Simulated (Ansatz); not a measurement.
PbS:
```cif
data_PbS
_chemical_formula_sum 'S1 Pb1'
_space_group_name_H-M_alt 'P 1'
_space_group_IT_number 1
_cell_length_a 4.66817
_cell_length_b 4.66817
_cell_length_c 4.66817
_cell_angle_alpha 60.000
_cell_angle_beta 60.000
_cell_angle_gamma 60.000
loop_
_space_group_symop_operation_xyz
  'x, y, z'
loop_
_atom_site_label
_atom_site_type_symbol
_atom_site_fract_x
_atom_site_fract_y
_atom_site_fract_z
_atom_site_occupancy
S1 S 0.25000 0.25000 0.25000 1
Pb1 Pb 0.00000 0.00000 0.00000 1
```

Relaxed with r²SCAN.

**Question.** Which orbitals make up the states near the band edges in the program Ansatz at the r²SCAN level (PAW)?

**Answer.** Top 1 eV of the valence band: S 3p 74 %, Pb 6s 16 %, Pb 6p 7 %. Bottom 1 eV of the conduction band: Pb 6p 77 %, S 3s 10 %, S 3p 6 %, outside the projected shells 5 %. Projections are on Löwdin-orthogonalised atomic valence shells; empty p or d shells of many metals are not among them.

**Question.** Tabulate the density of states.

**Answer.** States/eV per cell of 2 atoms, in 0.25 eV bins, energy from the valence-band maximum.

```tsv
E (eV)	total	S 3p	Pb 6p	Pb 6s
-7.86	1.80	0.30	0.04	1.32
-7.61	0.90	0.14	0.02	0.65
-7.36	0.60	0.09	0.01	0.42
-7.11	0.42	0.05	0.00	0.29
-6.86	0.29	0.03	0.00	0.20
-6.61	0.20	0.02	0.00	0.14
-6.36	0.12	0.01	0.00	0.08
-6.11	0.03	0.00	0.00	0.02
-5.86	0.00	0.00	0.00	0.00
-5.61	0.00	0.00	0.00	0.00
-5.36	0.00	0.00	0.00	0.00
-5.11	0.00	0.00	0.00	0.00
-4.86	0.00	0.00	0.00	0.00
-4.61	0.00	0.00	0.00	0.00
-4.36	0.00	0.00	0.00	0.00
-4.11	0.00	0.00	0.00	0.00
-3.86	0.00	0.00	0.00	0.00
-3.61	0.28	0.18	0.10	0.00
-3.36	2.84	1.84	0.95	0.02
-3.11	2.83	1.93	0.85	0.02
-2.86	3.26	2.34	0.86	0.02
-2.61	3.09	2.35	0.69	0.01
-2.36	2.48	1.99	0.45	0.01
-2.11	1.05	0.89	0.14	0.00
-1.86	0.25	0.20	0.03	0.01
-1.61	0.59	0.42	0.09	0.05
-1.36	0.90	0.64	0.13	0.10
-1.11	1.02	0.72	0.13	0.12
-0.86	1.27	0.92	0.13	0.17
-0.61	1.62	1.19	0.12	0.25
-0.36	2.04	1.53	0.10	0.34
-0.11	0.47	0.37	0.01	0.08
0.14	0.00	0.00	0.00	0.00
0.39	0.00	0.00	0.00	0.00
0.64	0.00	0.00	0.00	0.00
0.89	0.00	0.00	0.00	0.00
1.14	0.25	0.01	0.20	0.00
1.39	0.44	0.02	0.35	0.00
1.64	0.62	0.04	0.47	0.01
1.89	0.77	0.07	0.59	0.01
2.14	1.00	0.11	0.74	0.01
2.39	1.43	0.19	1.05	0.02
2.64	1.47	0.23	1.03	0.02
2.89	1.55	0.23	1.12	0.02
3.14	1.36	0.20	1.03	0.01
3.39	3.13	0.60	2.18	0.01
3.64	3.33	0.70	2.23	0.02
3.89	2.22	0.48	1.47	0.01
4.14	1.56	0.33	1.06	0.00
4.39	1.32	0.29	0.89	0.00
4.64	1.14	0.26	0.76	0.00
4.89	1.03	0.25	0.68	0.00
5.14	1.00	0.24	0.63	0.00
5.39	0.38	0.09	0.23	0.00
5.64	0.01	0.00	0.00	0.00
```

Space group F-43m (zinc blende). The start of the workflow was typed in or built on a structure type; neither database checked (COD, Materials Project) lists it. It is not the phase usual at ambient conditions (space group No. 225). The cell was relaxed with r²SCAN under the symmetry of its start. At this level the phase is mechanically unstable. Spin–orbit coupling is left out wherever it is not named.

Potentials: the earlier of the program's two PAW sets.
